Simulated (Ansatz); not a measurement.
TaP:
```cif
data_PTa
_chemical_formula_sum 'Ta1 P1'
_space_group_name_H-M_alt 'P-6m2'
_space_group_IT_number 187
_space_group_name_Hall 'P -6 2'
_cell_length_a 3.28205
_cell_length_b 3.28205
_cell_length_c 3.31663
_cell_angle_alpha 90.000
_cell_angle_beta 90.000
_cell_angle_gamma 120.000
loop_
_atom_site_label
_atom_site_type_symbol
_atom_site_symmetry_multiplicity
_atom_site_Wyckoff_symbol
_atom_site_fract_x
_atom_site_fract_y
_atom_site_fract_z
_atom_site_occupancy
Ta1 Ta 1 e 0.66667 0.33333 0.00000 1
P1 P 1 b 0.00000 0.00000 0.50000 1
```

Relaxed at zero pressure with DFT-PBEsol in the program Ansatz with PAW potentials.

The volume is lowered by 9 % and shape and atoms relax at that volume. What pressure results, and how do the axes share the change?

24.0 GPa; a -3.9 %, b -3.9 %, c -1.4 %; the energy rises by 96 meV/atom.

Give the new structure.


Space group P-6m2 (No. 187); a = b = 3.1527 Å, c = 3.2709 Å, α = β = 90.00°, γ = 120.00°

```tsv
atom	site	symmetry	x	y	z
Ta	1e	-6m2	0.6667	0.3333	0.0000
P	1b	-6m2	0.0000	0.0000	0.5000
```

The phase is kept; no other phase was compared at this pressure.

The first step of the workflow began from a Materials Project structure, measured or hypothetical; the Crystallography Open Database copy checked does not list it. COD files the formula under space group No. 141, so this cell is another polymorph or a model. Whether it is the stable phase at ambient conditions was not checked. Symmetry was held in the PBEsol relaxation; of distortions, only those at the zone centre were tested. The run is not spin-polarised. Spin–orbit coupling is left out wherever it is not named.

Potentials: the later of the program's two PAW sets.
